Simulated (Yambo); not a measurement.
G0W0@LDA for GaAlN₂ (space group P3m1, No. 156) in Yambo. Reference settings: 6×6×4 Γ-centred k mesh, 104 bands and a 10 Ry block in the screening, 104 bands in G with the Bruneval-Gonze terminator, plasmon pole fitted at 27.2 eV. The LDA gap Γ → Γ on this mesh is 3.15 eV; G0W0 gaps are taken between the same points.

Gap (Γ → Γ) in eV against the number of bands and the screening block, terminator on:

```
bands (W and G)   2 Ry   4 Ry   6 Ry   8 Ry  10 Ry
---------------  -----  -----  -----  -----  -----
26               4.101  4.152  4.261  4.385  4.406
40               3.919  3.977  4.111  4.259  4.288
57               3.851  3.909  4.051  4.209  4.240
80               3.811  3.870  4.021  4.188  4.222
104              3.795  3.854  4.009  4.182  4.218
```

Rough cost of the Yambo step against the reference (shared machines):

```json
[
 {"bands (W and G)": "26", "2 Ry": "1/8", "4 Ry": "1/8", "6 Ry": "1/7", "8 Ry": "1/6", "10 Ry": "1/5"},
 {"bands (W and G)": "40", "2 Ry": "1/5", "4 Ry": "1/5", "6 Ry": "1/4", "8 Ry": "1/4", "10 Ry": "1/3"},
 {"bands (W and G)": "57", "2 Ry": "1/3", "4 Ry": "1/3", "6 Ry": "1/3", "8 Ry": "1/2", "10 Ry": "1/2"},
 {"bands (W and G)": "80", "2 Ry": "1/2", "4 Ry": "~1", "6 Ry": "~1", "8 Ry": "~1", "10 Ry": "~1"},
 {"bands (W and G)": "104", "2 Ry": "~1", "4 Ry": "~1", "6 Ry": "~1", "8 Ry": "~1", "10 Ry": "1"}
]
```

At the largest block the last step in bands moves the gap by -0.004 eV; at the most bands the last step in the block moves it by 0.036 eV.

Spin-orbit splittings are left out.

The standard potential for Ga keeps a d shell in the valence without the s and p states of that shell. In tests on such compounds this moved G0W0 gaps by up to about 0.9 eV, so absolute quasiparticle energies here are unreliable; differences between settings are what counts.

Geometry relaxed with LDA; primitive cell a = b = 3.115 Å, c = 5.048 Å, α = β = 90.00°, γ = 120.00°.

The structure is a Materials Project entry; no match was found in the copy of COD used, and its stability was not checked.
